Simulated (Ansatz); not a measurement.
## Piezoelectric tensor of Zn₃Se₂S

These are results of DFT PBE, scalar-relativistic, plane waves, PAW in Ansatz 0.2.0, not measurements. Plane waves to 420 eV; Γ-centred k mesh 12×12×4; fixed occupations. No spin polarisation.

The cell, relaxed at this level:
```
CELL_PARAMETERS angstrom
3.98518 0.00000 0.00000
-1.99259 3.45127 0.00000
0.00000 0.00000 9.76923
ATOMIC_POSITIONS crystal
Zn 0.00000 0.00000 0.99040
Zn 0.66667 0.33333 0.33310
Zn 0.33333 0.66667 0.67599
Se 0.66667 0.33333 0.07970
Se 0.33333 0.66667 0.42172
S 0.00000 0.00000 0.74910
```

The cell was found from a structure generator's guess, not taken from experiment.

Question: Give the relaxed-ion proper piezoelectric stress tensor e_iJ (C/m², Voigt columns xx yy zz yz xz xy).

Answer:
```
x    0.000  0.000  0.000  0.000 -0.034 -0.053
y   -0.053  0.053  0.000 -0.034  0.000  0.000
z   -0.042 -0.042  0.039  0.000  0.000  0.000
```
Signs follow the orientation of the cell as given.

Question: With the elastic constants (GPa, Voigt order)
```
105.5  40.6  34.0  10.0   0.0   0.0
 40.6 105.5  34.0 -10.0   0.0   0.0
 34.0  34.0 114.0   0.0   0.0   0.0
 10.0 -10.0   0.0  25.3   0.0   0.0
  0.0   0.0   0.0   0.0  25.3  10.0
  0.0   0.0   0.0   0.0  10.0  32.5
```
find the strain coefficients d = e·C⁻¹ (pC/N).

Answer:
```
x    0.00  0.00  0.00  0.00 -0.79 -1.38
y   -0.69  0.69  0.00 -0.79  0.00  0.00
z   -0.43 -0.43  0.59  0.00  0.00  0.00
```
